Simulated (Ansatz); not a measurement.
LiGeN:
```xyz
6
Lattice="2.9510 0.0000 0.0000 -1.4755 2.5556 0.0000 0.0000 0.0000 9.1755" Properties=species:S:1:pos:R:3 pbc="T T T"
Li     1.4755     0.8519     6.8141
Li     0.0000     1.7038     2.2264
Ge     0.0000     0.0000     4.5670
Ge     0.0000     0.0000     9.1548
N      0.0000     1.7038     5.5443
N      1.4755     0.8519     0.9565
```

Relaxed with LDA. Special points in fractions of this cell's reciprocal vectors: Γ (0.000, 0.000, 0.000); M (0.500, 0.000, 0.000); K (0.333, 0.333, 0.000); A (0.000, 0.000, 0.500); L (0.500, 0.000, 0.500); H (0.333, 0.333, 0.500).

**Question.** List the band energies nearest the valence-band maximum at these points for the program Ansatz at the LDA level (PAW).

**Answer.** In eV from the valence-band maximum; about four levels below and three above (degenerate sets whole), none deeper than 8.9 eV; points with the same levels are listed once.

| k | below | above |
|---|---|---|
| Γ | -1.21 -1.21 -1.21 -1.21 -0.32 | 3.04 3.88 7.39 |
| M | -2.92 -2.86 -1.22 -1.03 | 1.50 2.14 5.10 |
| K | -3.33 -3.33 -1.36 -0.09 | 2.43 2.43 4.44 4.44 |
| A | -1.21 -1.21 -1.21 -1.21 | 3.59 3.59 7.74 7.74 |
| L | -2.89 -2.89 -1.21 -1.21 | 1.92 1.92 5.37 5.37 |
| H | -3.33 -3.33 -0.80 -0.80 | 2.41 2.41 4.52 4.52 |

Space group P6_3mc. The first step of the workflow began from a Materials Project structure, measured or hypothetical; the Crystallography Open Database copy checked does not list it. Its standing as an ambient phase is unchecked. The cell was relaxed with LDA under the symmetry of its start; its stability against distortions is not shown here. Spin–orbit coupling is left out wherever it is not named.

Potentials: the later of the program's two PAW sets.
